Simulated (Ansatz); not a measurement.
GaN:
Space group P6₃mc (No. 186); a = b = 3.183 Å, c = 5.184 Å, α = β = 90.00°, γ = 120.00°

| atom | site | symmetry | x | y | z |
|---|---|---|---|---|---|
| Ga | 2b | 3m. | 0.6667 | 0.3333 | 0.4991 |
| N | 2b | 3m. | 0.3333 | 0.6667 | 0.3759 |

Relaxed with r²SCAN.

### Question
Decompose the optical modes at the zone centre into irreducible representations, and say which are infrared and Raman allowed.

### Answer
Point group 6mm: Γ_opt = A1 + 2B1 + E1 + 2E2. Infrared: A1, E1. Raman: A1, E1, E2.

### Question
Assign frequencies (DFPT, r²SCAN (plane waves, PAW; program Ansatz); without the LO–TO term).

### Answer
E2 143, B1 335, A1 529, E1 553, E2 563, B1 695 cm⁻¹.

Subscripts of B labels follow the axes of the standard setting.

Space group P6_3mc (wurtzite). The cell was relaxed with r²SCAN under the symmetry of its start; phonons on a q-mesh show no instability.

Potentials: the earlier of the program's two PAW sets.
